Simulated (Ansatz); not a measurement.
RuB$_{2}$ (space group Pmmn)

```cif
data_B4Ru2
_chemical_formula_sum 'B4 Ru2'
_space_group_name_H-M_alt 'Pmmn :1'
_space_group_IT_number 59
_space_group_name_Hall 'P 2 2ab -1ab'
_cell_length_a 2.84949
_cell_length_b 4.62569
_cell_length_c 4.02364
_cell_angle_alpha 90.000
_cell_angle_beta 90.000
_cell_angle_gamma 90.000
loop_
_space_group_symop_operation_xyz
  'x, y, z'
  '-x, -y, z'
  'x+1/2, -y+1/2, -z'
  '-x+1/2, y+1/2, -z'
  '-x+1/2, -y+1/2, -z'
  'x+1/2, y+1/2, -z'
  '-x, y, z'
  'x, -y, z'
loop_
_atom_site_label
_atom_site_type_symbol
_atom_site_symmetry_multiplicity
_atom_site_Wyckoff_symbol
_atom_site_fract_x
_atom_site_fract_y
_atom_site_fract_z
_atom_site_occupancy
B1 B 4 e 0.00000 0.19614 0.36259 1
Ru1 Ru 2 a 0.00000 0.00000 0.84873 1
```

Equation-of-state scan: isotropic scaling of the cell above, V₀ being its volume. The atoms relax within the cell's symmetry.

All values below come from PBEsol (plane waves to 420 eV, PAW, scalar-relativistic; Ansatz, a quantum-chemistry and plane-wave program). k mesh 16×10×12 (Γ-centred), Fermi-Dirac smearing 0.05 eV. E stands for the smeared free energy. With the shape held, the modulus is that of even scaling; a crystal free to change shape is softer. RuB2 is run without spin polarisation. RuB2 was relaxed with its symmetry unable to fall. ΔE is measured from the relaxed starting cell. The last digit holds for this mesh only.

```
V (Å³/atom)  ΔE (meV/atom)
-----------  -------------
7.425                292.5
7.708                175.7
7.991                 92.9
8.273                 38.9
8.556                  9.2
8.839                  0.0
9.122                  8.2
9.405                 31.0
9.688                 66.1
9.971                111.5
10.253               165.4
```

**Question.** What is the fitted pressure derivative B₀′?

**Answer.** 4.3.

**Question.** What bulk modulus at fixed cell shape B₀ follows from a third-order Birch-Murnaghan fit?

**Answer.** 305 GPa. Check by three points about V = 8.839 Å³/atom, step 0.566: d²E/dV² ≈ (39 − 2·0 + 31) meV / 0.566² = 0.219 eV/Å⁶, and V·d²E/dV² × 160.2 = 310 GPa.

(A scan under strain: stresses follow from slopes of the energy per volume, elastic moduli from its curvatures.)
